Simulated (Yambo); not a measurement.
# Convergence of the G0W0 gap of K2LiAlF6

G0W0@PBEsol for K2LiAlF6 (space group Fm-3m, No. 225) in Yambo. Reference settings: 2×2×2 Γ-centred k mesh, bands 2 to 191 and a 7 Ry block in the screening, 191 bands in G with the Bruneval-Gonze terminator, plasmon pole fitted at 27.2 eV. The PBEsol gap Γ → Γ on this mesh is 7.32 eV; G0W0 gaps are taken between the same points.

```tsv
change from the reference	G0W0 gap Γ → Γ (eV)	shift of the valence edge (eV)	rough Yambo cost
reference settings	11.53	-2.68	1
80 bands in W, 80 bands in G	11.92	-2.62	about 1/2
126 bands in W, 126 bands in G	11.63	-2.63	within a factor of two
80 bands in G	11.58	-2.67	–
126 bands in G	11.53	-2.67	–
96 bands in W	11.76	-2.62	within a factor of two
1 Ry block	12.91	-4.06	within a factor of two
3 Ry block	11.86	-3.14	within a factor of two
6 Ry block	11.53	-2.71	within a factor of two
pole fitted at 55 eV	11.57	-2.74	–
no random integration	11.32	-2.32	–
80 bands in G, no terminator	11.37	-2.10	–
126 bands in G, no terminator	11.36	-2.29	–
no terminator	11.42	-2.45	–
```

The reference isn't shown to be the converged limit. Costs are rough (shared machines), scaled to the same edge states, and given only for runs that recompute the screening.

Geometry of the Materials Project entry, not relaxed at this level; primitive cell a = b = c = 5.6418 Å, α = β = γ = 60.00°.

A shift is the quasiparticle energy of the state minus its PBEsol energy.
